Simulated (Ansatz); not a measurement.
CdTe:
```
CELL_PARAMETERS angstrom
      3.70241     0.00000     0.00000
      0.00000     3.70241     0.00000
      0.00000     0.00000     3.70241
ATOMIC_POSITIONS crystal
  Cd 0.00000 0.00000 0.00000
  Te 0.50000 0.50000 0.50000
```

This is the PBEsol-relaxed structure.

**Question.** All from plane-wave PAW PBEsol (Ansatz code), unless another level is named. Estimate the electronic character.

**Answer.** metallic (no gap).

**Question.** What about the formation energy from the elements (no fitted shifts)?

**Answer.** 0.085 eV/atom.

**Question.** Predict the density of states at the Fermi level.

**Answer.** 0.71 states/eV per atom (mean over ±0.08 eV).

**Question.** Give the gap with spin–orbit coupling.

**Answer.** none (metallic).

Space group Pm-3m (CsCl type). The start of the workflow was typed in or built on a structure type; neither database checked (COD, Materials Project) lists it. It is not the phase usual at ambient conditions (space group No. 216). The cell was relaxed with PBEsol under the symmetry of its start. At this level the phase is mechanically unstable. The references are the lowest solids computed at this level, not always the standard phases. Scalar-relativistic: spin–orbit coupling is off unless named, which matters more the heavier the elements.

Potentials: the later of the program's two PAW sets.
